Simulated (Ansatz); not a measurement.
The calculation used DFT PBE, scalar-relativistic, plane waves, PAW (Ansatz). Settings: cutoff 420 eV, Γ-centred meshes spaced at most about 0.3 Å⁻¹, and about 0.25 Å⁻¹ or finer for metals (2π included), Gaussian smearing. No spin polarisation in the final relaxations.

Each of these unrelaxed guesses is relaxed in cell and atoms within its symmetry. A guess keeps its type if space group and coordination stay and the shape of the cell changes little (axis ratios within about 15 %, angles within 6°); the volume may change.

1. MgCd2Te3

```
CELL_PARAMETERS angstrom
4.30032 0.00000 0.00000
-2.15016 3.72418 0.00000
0.00000 0.00000 10.53358
ATOMIC_POSITIONS crystal
Mg 0.33333 0.66667 0.66667
Cd 0.00000 0.00000 0.00000
Cd 0.66667 0.33333 0.33333
Te 0.00000 0.00000 0.75000
Te 0.33333 0.66667 0.41667
Te 0.66667 0.33333 0.08333
```

2. Mg2CdSe3

```
CELL_PARAMETERS angstrom
4.06759 0.00000 0.00000
-2.03380 3.52264 0.00000
0.00000 0.00000 9.96352
ATOMIC_POSITIONS crystal
Mg 0.66667 0.33333 0.33333
Mg 0.33333 0.66667 0.66667
Cd 0.00000 0.00000 0.00000
Se 0.00000 0.00000 0.25000
Se 0.66667 0.33333 0.58333
Se 0.33333 0.66667 0.91667
```

3. Ca2Al2O

```
CELL_PARAMETERS angstrom
4.46883 0.00000 0.00000
-2.23442 3.87012 0.00000
0.00000 0.00000 5.09487
ATOMIC_POSITIONS crystal
Ca 0.33333 0.66667 0.50000
Ca 0.66667 0.33333 0.50000
Al 0.33333 0.66667 0.00000
Al 0.66667 0.33333 0.00000
O 0.00000 0.00000 0.00000
```

4. LaZr2N3

```
CELL_PARAMETERS angstrom
1.92622 1.11210 7.17722
-1.92622 1.11210 7.17722
0.00000 -2.22421 7.17722
ATOMIC_POSITIONS crystal
La 0.50000 0.50000 0.50000
Zr 0.74597 0.74597 0.74597
Zr 0.25403 0.25403 0.25403
N 0.00000 0.00000 0.00000
N 0.36647 0.36647 0.36647
N 0.63353 0.63353 0.63353
```

Question: Which keep their type?

Answer: Guesses 1, 2 and 3 keep their type.

```
guess  kept  start group  end group  V start (Å³/atom)  V end  b/a and c/a, end over start  nearest neighbours start  nearest neighbours end
    1   yes         P3m1       P3m1               28.1   35.6                   1.00, 1.00          Cd 4, Mg 4, Te 4        Cd 4, Mg 4, Te 4
    2   yes         P3m1       P3m1               23.8   27.9                   1.00, 1.00          Cd 4, Mg 4, Se 4        Cd 4, Mg 4, Se 4
    3   yes       P6/mmm     P6/mmm               17.6   24.9                   1.00, 1.11           Al 8, Ca 5, O 6         Al 8, Ca 5, O 6
    4    no         R-3m       R-3m               15.4   15.5                   1.00, 1.52        La 8, N 6/10, Zr 4       La 2, N 4/6, Zr 6
```

Neighbours count within 15 % of an atom's shortest distance; end groups are read at 0.02 Å (0.05 Å in metals).

These runs have no spin–orbit coupling, which can matter for Te. A magnetic state wasn't ruled out in cells without spin, among them Ca2Al2O P6/mmm. Cells relaxed within their symmetry can be saddle points.

In counts of neighbours, a slash parts the counts of unlike sites.
